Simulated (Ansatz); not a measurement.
A geometry of In₂Au away from equilibrium: step 2 of the relaxation of a generated trial cell of In2Au in the AFLOW prototype A2B_aP6_2_2i_i (as in PI2). Method: PBEsol (plane waves to 420 eV, PAW, scalar-relativistic; Ansatz, a program for electronic structure). Γ-centred k-mesh 9×6×6 on the run's cell (coarser than for final values), Fermi–Dirac smearing 0.05 eV. The plane waves were selected for a different cell earlier on the path.

```
In2Au
1.0
    4.01457     0.00431    -0.00127
    0.89312     6.19090    -0.00076
    1.90010     0.85317     6.20644
Au In
2 4
Cartesian
  2.78538   2.57826   3.36655
  4.02241   4.47013   2.83786
  4.09757   2.37015   5.24563
  2.71022   4.67823   0.95878
  4.08010   1.43614   1.84377
  2.72769   5.61224   4.36064
```

### Question
Give the Cartesian forces on all atoms (eV/Å).

### Answer
| atom | Fx | Fy | Fz |
|---|---|---|---|
| Au1 | -9.45 | -2.04 | 0.71 |
| Au2 | 9.45 | 2.04 | -0.71 |
| In3 | 3.22 | -0.76 | 4.78 |
| In4 | -3.22 | 0.76 | -4.78 |
| In5 | 3.07 | -3.18 | -3.75 |
| In6 | -3.07 | 3.18 | 3.75 |

The path ends in P-1 (No. 2) at a tolerance of 0.01 Å, C2/m (No. 12) at 0.1 Å. No spin polarisation in the result.

The run could not lose the symmetry of its start; a randomly shaken copy of 12 atoms returns to this structure.

The end of the path is a generated cell of In2Au: the first start was made by placing the elements on the sites of a structure type, and the end was not matched to a known phase here, so it may be hypothetical.
